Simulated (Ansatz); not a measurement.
ZrInS3: relaxation step by step

A trial structure of ZrInS3 was built thus: random cell by space group and Wyckoff sites (P4mm, No. 99). Its size is a rough estimate.

```
CELL_PARAMETERS angstrom
4.10457 0.00000 0.00000
0.00000 4.10457 0.00000
0.00000 0.00000 8.03943
ATOMIC_POSITIONS crystal
Zr 0.00000 0.00000 0.43566
In 0.00000 0.00000 0.73336
S 0.50000 0.00000 0.58982
S 0.00000 0.50000 0.58982
S 0.50000 0.50000 0.88448
```

These are results of Ansatz, DFT PBE, scalar-relativistic, plane waves, PAW, not measurements. Cutoff 420 eV, Gaussian smearing, Γ-centred meshes. Cell and atoms relax first on a coarse mesh and then on a finer one. In between, the cell is made exact in the group found at 0.06 Å. In metals the finer mesh still leaves noise of several meV/atom or more. The steps can't lower the symmetry of their start. No spin polarisation in the relaxation; trial moments died out in a coarse test.

Steps on the 4×4×2 mesh (5 atoms, 27 steps). The free energy counts from the last step; some steps are skipped; the plane-wave basis is renewed at times, which shifts energy and pressure.

```
step  ΔF (meV/atom)  V (Å³/atom)  P (GPa)  largest force component (eV/Å)
   1         1553.1        27.09    20.20                          12.808
   2          997.8        27.94     9.33                           6.237
   4          577.1        30.95     0.69                           1.355
   5          513.1        30.06    -0.10                           0.769
   6          461.7        28.60    -0.29                           0.857
   8          352.9        25.72    -0.05                           1.611
   9          299.6        24.85    -0.77                           1.010
  11          181.5        23.21    -0.88                           0.742
  12          114.0        22.57    -1.56                           0.792
  13           67.5        21.88    -0.38                           0.391
  15           65.3        21.21     0.13                           1.757
  16           34.9        21.78    -0.01                           0.266
  17           22.7        21.69    -0.51                           0.277
  19           15.6        21.94     0.37                           0.103
  20           13.3        22.42    -0.02                           0.093
  22            4.6        23.41     0.69                           0.201
  23            1.1        23.64    -0.25                           0.136
  24            0.2        23.60     0.09                           0.118
  26            0.0        23.59     0.02                           0.004
  27            0.0        23.59     0.00                           0.003
```

The relaxed structure, after a last relaxation on the converged mesh:

```cif
data_structure
_symmetry_space_group_name_H-M 'P4mm'
_symmetry_Int_Tables_number 99
_cell_length_a 3.5981
_cell_length_b 3.5981
_cell_length_c 9.0708
_cell_angle_alpha 90.000
_cell_angle_beta 90.000
_cell_angle_gamma 90.000
_cell_volume 117.43
loop_
_atom_site_label
_atom_site_type_symbol
_atom_site_symmetry_multiplicity
_atom_site_Wyckoff_symbol
_atom_site_fract_x
_atom_site_fract_y
_atom_site_fract_z
_atom_site_occupancy
Zr1 Zr 1 a 0.00000 0.00000 0.27272 1
In1 In 1 a 0.00000 0.00000 0.85299 1
S1 S 2 c 0.50000 0.00000 0.47898 1
S2 S 1 b 0.50000 0.50000 0.14948 1
```

The symmetry stays P4mm (No. 99). The volume per atom shrinks by 13.3 %, from 27.1 to 23.5 Å³. The shortest distance goes from 2.35 Å (In–S) to 2.54 Å (S–S). The ratio c/a of the conventional cell changes by a factor of 1.29. The energy falls by about 1.5 eV/atom (the start's value is from the coarse mesh). The end is written in a standard setting, so origin, axes and order of atoms can differ from the start's. Zr is surrounded by 4 S at 2.60 Å, 4 S at 2.78 Å, 4 Zr at 3.60 Å and 1 In at 3.81 Å; In is surrounded by 4 In at 3.60 Å, 8 S at 3.70–3.84 Å and 1 Zr at 3.81 Å; around S on a site of symmetry 2mm lie 4 S at 2.54 Å, 2 Zr at 2.60 Å, 6 S at 3.49–3.60 Å and 2 In at 3.84 Å; 1 more site not described.

```
Volume per atom                            : 23.49 Å³
Density                                    : 4.27 g/cm³
Energy over the elements                   : −0.62 eV/atom
Gap on the 10×10×4 mesh of the 5-atom cell : 0 eV (a metal)
```

Energies over the elements count from the elements' standard structures at the same level, with no fitted energy shifts.

The last run used Gaussian smearing of 0.10 eV. No dispersion correction is applied, so the spacing and binding between layers, chains or molecules are poorly described. An odd number of electrons in the primitive cell allows no gap without spin; a larger cell or a magnetic state could open one. The reference form of S is held partly by dispersion forces, which this level lacks. A structure relaxed within its symmetry needn't be a true minimum. In all, the 4 runs took 2.2 min on 1 thread of AMD EPYC 9R45 96-Core Processor (Zen 5), on a shared host. Another cell of ZrInS3 relaxed alike, in Pm-3m, lies 173 meV/atom lower, so this cell isn't the stable form at this level.
